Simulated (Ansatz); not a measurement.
ScSi:
```yaml
crystal:
  lattice:
    - [3.32024, 0.00000, 0.00000]
    - [0.00000, 3.32024, 0.00000]
    - [0.00000, 0.00000, 3.32024]
  atoms:
    - { symbol: Sc, position: [0.00000, 0.00000, 0.00000] }
    - { symbol: Si, position: [0.50000, 0.50000, 0.50000] }
```

Relaxed with PBE. Special points in fractions of this cell's reciprocal vectors: Γ (0.000, 0.000, 0.000); X (0.000, 0.500, 0.000); M (0.500, 0.500, 0.000); R (0.500, 0.500, 0.500).

### Question
List the band energies nearest the Fermi level at these points for plane-wave PAW PBE (Ansatz code).

### Answer
In eV from the Fermi level; about four levels below and three above (degenerate sets whole), none deeper than 8.9 eV; points with the same levels are listed once.

```tsv
k	below	above
Γ	-0.94 -0.94	1.72 1.72 1.72
X	-8.16 -5.55 -0.11 -0.11	0.09 2.82 3.58
M	-7.27 -3.17 -3.17 -1.04	1.30 1.30 3.47
R	-4.54 -3.75 -3.75 -3.75	2.76 2.76 2.76
```

Space group Pm-3m (CsCl type). A made-up cell: these elements were put on the sites of a structure type; neither database checked (COD, Materials Project) lists it. Its standing as an ambient phase is unchecked. The cell was relaxed with PBE under the symmetry of its start; its stability against distortions is not shown here. The run is not spin-polarised.

Potentials: the earlier of the program's two PAW sets.
